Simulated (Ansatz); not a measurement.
PtSe$_{2}$:
```
CELL_PARAMETERS angstrom
      5.66397     0.00000     0.00000
      0.00000     5.66397     0.00000
      0.00000     0.00000     4.00289
ATOMIC_POSITIONS crystal
  Pt 0.00000 0.00000 0.00000
  Pt 0.50000 0.50000 0.50000
  Se 0.31138 0.31138 0.00000
  Se 0.81138 0.18862 0.50000
  Se 0.18862 0.81138 0.50000
  Se 0.68862 0.68862 0.00000
```

Relaxed with HSE06. Special points in fractions of this cell's reciprocal vectors: Γ (0.000, 0.000, 0.000); X (0.000, 0.500, 0.000); M (0.500, 0.500, 0.000); Z (0.000, 0.000, 0.500); R (0.000, 0.500, 0.500); A (0.500, 0.500, 0.500).

Problem. List the band energies nearest the Fermi level at these points for HSE06 in the plane-wave PAW code Ansatz.

Solution. In eV from the Fermi level; about four levels below and three above (degenerate sets whole), none deeper than 8.9 eV; points with the same levels are listed once.

| k | below | above |
|---|---|---|
| Γ | -3.49 -3.49 -1.49 -1.08 -1.03 | 0.48 0.48 0.58 |
| X | -1.55 -1.55 -0.68 -0.68 | 2.83 2.83 2.89 2.89 |
| M | -2.56 -2.56 -0.99 -0.99 | 0.25 0.25 0.29 0.29 |
| Z | -1.25 -1.25 -0.27 -0.27 | 0.68 0.68 1.18 1.18 |
| R | -0.98 -0.98 -0.30 -0.30 | 4.27 4.27 7.77 7.77 |
| A | -0.42 -0.42 -0.18 -0.18 | 1.39 1.39 1.56 1.56 |

Space group P4_2/mnm (rutile). A made-up cell: these elements were put on the sites of a structure type; neither database checked (COD, Materials Project) lists it. COD files the formula under space group No. 164. Its standing as an ambient phase is unchecked. The HSE06 relaxation kept the symmetry of its start; its stability against distortions is not shown here. The run is not spin-polarised. The hybrid run found no gap, on a coarse k-mesh. Scalar-relativistic: spin–orbit coupling is off unless named, which matters more the heavier the elements.

Potentials: the later of the program's two PAW sets.
